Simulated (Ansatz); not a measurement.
Each is relaxed and computed with r²SCAN in the plane-wave PAW code Ansatz. Which is the only one with a gap?
A) TiH, P4_2/mmc (Ti on 2c, H on 2e)
B) BaAlSi, P-6m2 (Ba on 1a, Al on 1f, Si on 1d)
C) Ba2H3I, P-3m1 (Ba on 2d, H on 2d, H on 1b, I on 1a)
D) Cr2C, P-3m1 (Cr on 2d, C on 1b)

C, Ba2H3I, P-3m1 (Ba on 2d, H on 2d, H on 1b, I on 1a). Ba2H3I: gap 2.74 eV (indirect); Cr2C: metal; BaAlSi: metal; TiH: metal. Standing as an ambient phase not checked: Ba2H3I, P-3m1 (Ba on 2d, H on 2d, H on 1b, I on 1a); Cr2C, P-3m1 (Cr on 2d, C on 1b); BaAlSi, P-6m2 (Ba on 1a, Al on 1f, Si on 1d); TiH, P4_2/mmc (Ti on 2c, H on 2e). Perhaps ordered models of mixed-site phases: BaAlSi, P-6m2 (Ba on 1a, Al on 1f, Si on 1d). All cells were relaxed under the symmetry of their starts (and spin orders); stability against distortions was not tested throughout. Rows with no word on spin ran without spin polarisation. Scalar-relativistic: spin–orbit coupling is off unless named, which matters more the heavier the elements.

Potentials: the later of the program's two PAW sets.
